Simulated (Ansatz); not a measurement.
Trial structure of Ta₅TiN₆, not yet relaxed:

```
Ti Ta N
1.0
     3.35182    0.00000    0.00000
     0.00000    3.35182    0.00000
     0.00000    0.00000   14.22058
Ti Ta N
1 5 6
Cartesian
  1.6759 1.6759 7.1103
  0.0000 0.0000 0.0000
  1.6759 1.6759 2.3701
  0.0000 0.0000 4.7402
  0.0000 0.0000 9.4804
  1.6759 1.6759 11.8505
  0.0000 0.0000 11.8505
  1.6759 1.6759 0.0000
  0.0000 0.0000 2.3701
  1.6759 1.6759 4.7402
  0.0000 0.0000 7.1103
  1.6759 1.6759 9.4804
```

Theory: DFT PBE, scalar-relativistic, plane waves, PAW (Ansatz). Settings: cutoff 420 eV, Γ-centred mesh 6×6×2 on the computed 12-atom cell, Gaussian smearing of 0.10 eV; collinear spin from starting moments 1.0 0.0 0.0 0.0 0.0 0.0 0.0 0.0 0.0 0.0 0.0 0.0 μB.

Energies over the elements count from the elements' standard structures at the same level (N₂ as a molecule), with no fitted energy shifts.

Task: How far from equilibrium is it?

Result: The pressure is -43.7 GPa (the mean over three directions, positive in compression), the largest force is 0.34 eV/Å, and the energy is −0.52 eV/atom against the elements. The shortest distance is 2.37 Å.

Task: Is it a good guess?

Result: A rough one: relaxing gains about 0.47 eV/atom (the start's value is from the coarse mesh, so the gain is rough) in 15 ionic steps and ends at −0.99 eV/atom on the finer mesh. The symmetry stays P4/mmm (No. 123). The volume per atom shrinks by 20.4 %, from 13.3 to 10.6 Å³. The shortest distance goes from 2.37 Å (Ta–N and Ti–N) to 2.12 Å (Ta–N). Conventional cell: a = 3.109 Å, c = 13.163 Å. Around Ti lie 6 N at 2.16–2.20 Å and 8 Ta at 3.05 Å; Ta on a site of symmetry 4/mmm has 6 N at 2.20–2.22 Å and 12 Ta at 3.11–3.12 Å; N on a site of symmetry 4mm has 6 Ta at 2.20–2.25 Å; 5 more sites not described.

The last run used a 12×12×4 mesh (in the run's order of axes) for its 12-atom cell and Gaussian smearing of 0.10 eV. Spin–orbit coupling, which can matter for Ta, is left out. The relaxation can't lower the symmetry of the start, and the grade says only how near the guess is to its own end. Symmetry constrained the relaxation, so the result can be a saddle point.
